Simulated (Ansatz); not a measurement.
BiB, first-principles data

BiB:
```cif
data_BBi
_chemical_formula_sum 'B1 Bi1'
_space_group_name_H-M_alt 'P 1'
_space_group_IT_number 1
_cell_length_a 3.64189
_cell_length_b 3.64189
_cell_length_c 3.36421
_cell_angle_alpha 90.000
_cell_angle_beta 90.000
_cell_angle_gamma 120.000
loop_
_space_group_symop_operation_xyz
  'x, y, z'
loop_
_atom_site_label
_atom_site_type_symbol
_atom_site_fract_x
_atom_site_fract_y
_atom_site_fract_z
_atom_site_occupancy
B1 B 0.00000 0.00000 0.00000 1
Bi1 Bi 0.66667 0.33333 0.50000 1
```

Space group P-6m2 (No. 187); conventional cell a = 3.642 Å, b = 3.642 Å, c = 3.364 Å, α = 90.00°, β = 90.00°, γ = 120.00°.

Method: DFT-PBE in the program Ansatz with PAW potentials. Structure relaxed to zero pressure with the same functional. Other levels are named where they apply.

### Cell and energy

Volume per atom: 19.32 Å³
Density: 9.44 g/cm³
Formation energy from the elements (no fitted shifts): 1.36 eV/atom

### Electronic structure

- Electronic character: metallic (no gap)
- Density of states at the Fermi level: 0.48 states/eV per atom (mean over ±0.08 eV)

### Mechanics

- Bulk modulus (Birch–Murnaghan fit): 69.7 GPa
- Pressure derivative B′: 4.4

The cell is a constructed one: a structure type filled with these elements; neither database checked (COD, Materials Project) lists it. Its standing as an ambient phase is unchecked. The PBE relaxation kept the symmetry of its start; whether a distortion lowers the energy is not shown. The references are the lowest solids computed at this level, not always the standard phases. Spin–orbit coupling is left out wherever it is not named.

Potentials: the later of the program's two PAW sets.
